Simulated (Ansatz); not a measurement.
In the program Ansatz at the r²SCAN level (PAW), InP in the hexagonal phase (P6_422; In on 3c, P on 3d) relaxes to a = 4.139 Å, c = 9.352 Å. Its formation energy from the elements is -0.19 eV/atom, with no fitted shifts.

It is gapped at this level: 0.41 eV (smallest direct gap 0.41 eV). The valence maximum lies on the Γ–M line, 4 % of the way from Γ and the conduction minimum at Γ. HSE06 on the same cell gives 0.66 eV. Gap from r²SCAN with spin–orbit coupling: 0.40 eV. The electron mass is 0.034, 0.071, 0.071 mₑ (principal values).

An equation-of-state fit gives a bulk modulus of 73.6 GPa.

The start of the workflow was typed in or built on a structure type; neither database checked (COD, Materials Project) lists it. It is not the phase usual at ambient conditions (space group No. 216). The r²SCAN relaxation kept the symmetry of its start; whether a distortion lowers the energy is not shown. The references are the lowest solids computed at this level, not always the standard phases. Scalar-relativistic: spin–orbit coupling is off unless named, which matters more the heavier the elements.

Potentials: the earlier of the program's two PAW sets.
